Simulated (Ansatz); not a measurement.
Name crystals whose computed values (the program Ansatz at the HSE06 level (PAW)) fall in these windows: gap (eV) 2.2 to 3.2; B₀ by P(V) fit (GPa) 360 to 460.



| crystal | gap (eV) | B₀ by P(V) fit (GPa) |
|---|---|---|
| BN, NiAs type | 2.68 | 416 |
Others may fit too.

Not the usual ambient phase: BN, NiAs type. The cell was relaxed under the symmetry of its start.

Potentials: the later of the program's two PAW sets.
